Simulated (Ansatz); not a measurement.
CdGa₂Se₄:
```cif
data_CdGa2Se4
_chemical_formula_sum 'Cd1 Ga2 Se4'
_space_group_name_H-M_alt 'P 1'
_space_group_IT_number 1
_cell_length_a 6.74288
_cell_length_b 6.74288
_cell_length_c 6.74288
_cell_angle_alpha 129.757
_cell_angle_beta 129.757
_cell_angle_gamma 73.796
loop_
_space_group_symop_operation_xyz
  'x, y, z'
loop_
_atom_site_label
_atom_site_type_symbol
_atom_site_fract_x
_atom_site_fract_y
_atom_site_fract_z
_atom_site_occupancy
Cd1 Cd 0.00000 0.00000 0.00000 1
Ga1 Ga 0.25000 0.75000 0.50000 1
Ga2 Ga 0.50000 0.50000 0.00000 1
Se1 Se 0.86279 0.39538 0.97845 1
Se2 Se 0.60462 0.58306 0.46741 1
Se3 Se 0.41694 0.88434 0.02155 1
Se4 Se 0.11566 0.13721 0.53259 1
```

Relaxed with PBEsol. The program Ansatz at the PBEsol level (PAW) gives a gap of 1.37 eV.

**Question.** What gap does HSE06 give on the same cell (Ansatz, PAW)?

**Answer.** 2.40 eV, 1.04 eV more. The hybrid was solved on a coarser mesh and at special points; the gap given is the minimum over both.

Cost on shared cores: the PBEsol run (SCF on a 7×7×7 mesh, then bands and DOS) roughly 5 core-minutes, the HSE06 run (SCF on 4×4×4, then a few points) around 6 core-minutes (rough); the tasks are unlike.

Space group I-4. The workflow started from a Materials Project entry (that database holds measured and hypothetical structures alike); the Crystallography Open Database files this formula in space group No. 82, but the cells were not matched. Its standing as an ambient phase is unchecked. Symmetry was held in the PBEsol relaxation; whether a distortion lowers the energy is not shown. Spin–orbit coupling is left out wherever it is not named.

Potentials: the later of the program's two PAW sets.
